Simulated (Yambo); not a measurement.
**SnO monolayer: lowest vertical excitons**

```
SnO
1.0
    3.78498     0.00000     0.00000
    0.00000     3.78498     0.00000
    0.00000     0.00000    15.30000
O Sn
2 2
Direct
  0.00000   0.50000   0.00000
  0.50000   0.00000   0.00000
  0.00000   0.00000   0.07655
  0.50000   0.50000   0.92345
```

The layer was cut from Materials Project entry mp-2097 and relaxed with PBEsol in a cell 15.3 Å high, with the Coulomb interaction truncated along z.

BSE in Yambo on PBE (Quantum ESPRESSO, PseudoDojo norm-conserving, 84 Ry, no spin-orbit coupling) bands: 18×18×1 mesh, 5 valence and 8 conduction bands, static screening with 62 bands and a 3 Ry block, scissor 1.96 eV, Tamm-Dancoff, stochastic integration of W near q = 0; field along x.

| state | energy (eV) | states within 2 meV | relative strength | class | main transitions |
|---|---|---|---|---|---|
| 1 | 3.71 | 2 | < 0.01 | dark | VB → CB (86 %) |
| 2 | 3.88 | 1 | < 0.01 | dark | VB → CB (85 %) |
| 3 | 3.89 | 1 | < 0.01 | dark | VB → CB (95 %) |
| 4 | 4.00 | 1 | < 0.01 | dark | VB → CB (62 %) |
| 5 | 4.06 | 4 | 1.00 | strong | several band pairs |
| 6 | 4.11 | 1 | < 0.01 | dark | VB → CB+1 (73 %) |
| 7 | 4.13 | 1 | < 0.01 | dark | VB → CB (87 %) |
| 8 | 4.18 | 1 | < 0.01 | dark | VB → CB+1 (66 %) |

These are vertical excitations (zero momentum); the indirect quasiparticle gap, about 5.04 eV, is smaller than the direct one (5.29 eV on the GW mesh). The direct quasiparticle gap on this mesh is 5.29 eV; counted from there, state 1 is bound by 1.58 eV. Convergence with the mesh was not shown.

Spin singlets only. Strengths are relative to the strongest of the lowest states of this run; strong means a line over 3 % of the spectrum's maximum, dark under 0.03 %. Absolute energies carry the error of the G0W0 scissor, whose convergence isn't established.

Spin-orbit splittings are left out.

Bands and orbitals come from the standard potentials; the scissor and the G0W0 gaps come from a run at the same geometry on the stringent ones, which hold whole semicore shells in the valence.

This is a model layer cut from the bulk structure; whether it is stable on its own was not checked.
